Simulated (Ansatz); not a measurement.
Input:

AlZnInO₄:
```
AlZnInO4
1.0
    1.62824     0.94006     8.53835
   -1.62824     0.94006     8.53835
    0.00000    -1.88013     8.53835
In Al Zn O
1 1 1 4
Direct
  0.99570   0.99570   0.99570
  0.21280   0.21280   0.21280
  0.78163   0.78163   0.78163
  0.13917   0.13917   0.13917
  0.87950   0.87950   0.87950
  0.28616   0.28616   0.28616
  0.70503   0.70503   0.70503
```

This is the PBEsol-relaxed structure.

Question: All from DFT-PBEsol in the program Ansatz with PAW potentials, unless another level is named. Give the static dielectric constant ε0 (ions relaxed, cell fixed).

Answer: 9.53 (xx = yy), 11.3 (zz).

Question: Give the Born charges (a third of the trace).

Answer: In +3.14, Al +2.95, Zn +2.14, O -2.09 to -2.03 e.

Question: Give the electronic dielectric constant ε∞ (DFPT).

Answer: 4.18 (xx = yy), 4.03 (zz).

Space group R3m. The cell is a constructed one: a structure type filled with these elements; neither database checked (COD, Materials Project) lists it. Its standing as an ambient phase is unchecked. Symmetry was held in the PBEsol relaxation; whether a distortion lowers the energy is not shown. Scalar-relativistic: spin–orbit coupling is off unless named, which matters more the heavier the elements.

Potentials: the earlier of the program's two PAW sets. The files were generated under PBE; for other functionals the program regenerates the frozen cores, and for LDA and PBEsol the local potential too.
